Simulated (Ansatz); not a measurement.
Crystals of one space group, with the same sites and like axis ratios (R-3m), relaxed and computed with DFT-PBE in the program Ansatz with PAW potentials.

| crystal | a (Å) | V (Å³/atom) | spin order, net moment (μB/atom) | ΔH_f (eV/atom) |
|---|---|---|---|---|
| CoNiN2 | 2.738 | 9.32 | ferromagnetic; net 0.06 | 0.47 |
| CoPdN2 | 2.793 | 10.17 | moments vanished | 0.49 |
| CoIrN2 | [?] | [?] | moments vanished | [?] |
| IrPtN2 | 2.985 | 11.99 | moments vanished | 0.63 |

### Question
What belongs in the gaps?

### Answer

- CoIrN2, a (Å): 2.734
- CoIrN2, V (Å³/atom): 9.87
- CoIrN2, ΔH_f (eV/atom): 0.39

Spin orders computed, not proven ground states: CoNiN2, R-3m (Co on 3b, Ni on 3a, N on 6c) ferromagnetic. Typed or built starts, not in the databases checked: CoNiN2, R-3m (Co on 3b, Ni on 3a, N on 6c); CoPdN2, R-3m (Co on 3b, Pd on 3a, N on 6c); CoIrN2, R-3m (Co on 3b, Ir on 3a, N on 6c); IrPtN2, R-3m (Ir on 3b, Pt on 3a, N on 6c). Began spin-polarised and lost the moments: CoPdN2, R-3m (Co on 3b, Pd on 3a, N on 6c); CoIrN2, R-3m (Co on 3b, Ir on 3a, N on 6c); IrPtN2, R-3m (Ir on 3b, Pt on 3a, N on 6c). All cells were relaxed under the symmetry of their starts (and spin orders); stability against distortions was not tested throughout. Scalar-relativistic: spin–orbit coupling is off unless named, which matters more the heavier the elements.

Potentials: the later of the program's two PAW sets.

Formation energies count from the lowest solids of the elements computed at the same level, not from gases.
